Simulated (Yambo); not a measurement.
K2LiScF6 (space group Fm-3m, No. 225), G0W0@LDA (Yambo, plasmon pole, terminator in G, 2×2×2 mesh): gap Γ → Γ in eV by bands and screening block.

```tsv
bands (W and G)	2 Ry	3 Ry	4 Ry	6 Ry	7 Ry
62	13.82	13.50	13.01	12.82	12.76
89	13.35	?	?	12.35	12.31
125	13.20	12.91	12.39	12.21	12.18
170	13.15	12.85	12.31	?	12.12
216	13.11	12.82	12.29	12.12	12.08
```

### Question
Estimate the withheld gaps from their neighbours; the computed values follow.

### Answer

- 89, 3 Ry: 13.06
- 89, 4 Ry: 12.53
- 170, 6 Ry: 12.15

The largest settings aren't shown to be the converged limit.

Geometry of the Materials Project entry, not relaxed at this level; primitive cell a = b = c = 5.862 Å, α = β = γ = 60.00°.

The structure is a Materials Project entry; no match was found in the copy of COD used, and its stability was not checked.
